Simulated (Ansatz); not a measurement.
# Profile along the C–Ta line in TaC (rock salt)

TaC (rock salt)

```
CELL_PARAMETERS angstrom
      0.00000     2.23792     2.23792
      2.23792     0.00000     2.23792
      2.23792     2.23792     0.00000
ATOMIC_POSITIONS crystal
  C  0.00000 0.00000 0.00000
  Ta 0.50000 0.50000 0.50000
```

Fields along a shortest C–Ta line of a {100} plane (2.24 Å), from C to Ta, interpolated on the slice's grid (step about 0.1 Å). These are PBE (plane waves to 420 eV, PAW, scalar-relativistic; Ansatz, a quantum-chemistry and plane-wave program) values and carry that method's errors. k mesh 18×18×18. Inside the PAW spheres the values are not all-electron values, and peaks at nuclei hang on which shells count as valence. Spin-orbit coupling is left out, though Ta is heavy. TaC is run without spin polarisation. TaC was relaxed with its symmetry unable to fall.

```
distance from C (Å)  valence electron density (e/Å³)  electron localisation function
-------------------  -------------------------------  ------------------------------
0.00                                            1.70                               x
0.11                                            1.73                               x
0.22                                            1.76                               x
0.34                                            1.71                               x
0.45                                            1.54                            0.60
0.56                                            1.29                            0.73
0.67                                            1.03                            0.77
0.78                                            0.81                            0.74
0.90                                            0.65                            0.61
1.01                                            0.57                            0.40
1.12                                            0.56                            0.24
1.23                                            0.69                            0.22
1.34                                            1.08                            0.35
1.46                                            1.82                            0.56
1.57                                            2.80                            0.70
1.68                                            3.78                            0.73
1.79                                            4.44                            0.64
1.90                                            4.51                               x
2.02                                            4.01                               x
2.13                                            3.35                               x
2.24                                            3.05                               x
```

x: too close to a nucleus for the ELF to mean much.

Density on the C–Ta line (2.24 Å) at its density minimum, 1.1 Å from C: 0.55 e/Å³. ELF at that point: 0.3.
